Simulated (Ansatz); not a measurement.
# Field gradients of PtSe₂ from run to run

Cell of run 1: a structure deposited in the COD, its atoms then relaxed with PBE in this cell.

```
CELL_PARAMETERS angstrom
3.72780 0.00000 0.00000
-1.86390 3.22837 0.00000
0.00000 0.00000 5.03130
ATOMIC_POSITIONS crystal
Pt 0.00000 0.00000 0.00000
Se 0.33333 0.66667 0.26021
Se 0.66667 0.33333 0.73979
```

Sites (sets of like atoms) are named by element and the number of their first atom in this list.

All runs are DFT with Ansatz 0.2.0 (plane waves and PAW, scalar-relativistic unless spin–orbit coupling is named, Γ-centred meshes, Fermi–Dirac smearing where given) in this cell.

Run 1: PBE, atoms relaxed; 420 eV, 14×14×9 k-points, smearing 0.05 eV.
Run 2: r2SCAN, at the relaxed atoms; 500 eV, 14×14×9 k-points, smearing 0.05 eV.
Run 3: PBE with spin–orbit coupling, at the relaxed atoms; 420 eV, 14×14×9 k-points, smearing 0.05 eV.
Run 4: LDA, at the relaxed atoms; 420 eV, 14×14×9 k-points, smearing 0.05 eV.
Run 5: PBEsol, at the relaxed atoms; 420 eV, 14×14×9 k-points, smearing 0.05 eV.

| run | Pt V_zz (η) | Se V_zz (η) |
| --- | --- | --- |
| 1 | 8.76 (0.00) | -2.94 (0.00) |
| 2 | ? | ? |
| 3 | 8.73 (0.00) | -3.66 (0.00) |
| 4 | 8.93 (0.00) | -2.53 (0.00) |
| 5 | 9.03 (0.00) | -2.61 (0.00) |

V_zz in 10²¹ V/m².

Q: Estimate the row of run 2.

A: Pt: 8.47 (0.00); Se: -4.57 (0.00). It lies nearest to run 3, from whose tensors on these sites it differs by 0.91 at most (largest principal value of the difference, on Se). Taken one at a time, the functional (between the two that differ most) moves the tensors on these sites by up to 2.03 (largest principal value of the change, on Se), spin–orbit coupling by 0.72 (Se).

With these PAW files V_zz is typically within 2 to 3 % of all-electron values, but misses above 10 % occur on Pt. Semilocal functionals make gaps too small and can close them, so the real compound need not be a metal. In runs 1, 2, 3, 4, 5 there is no gap above 0.1 eV, so the gradients can move by 10 % or more with the k-mesh. In run 4 the atoms aren't at the calculated equilibrium (largest force 0.36 eV/Å).
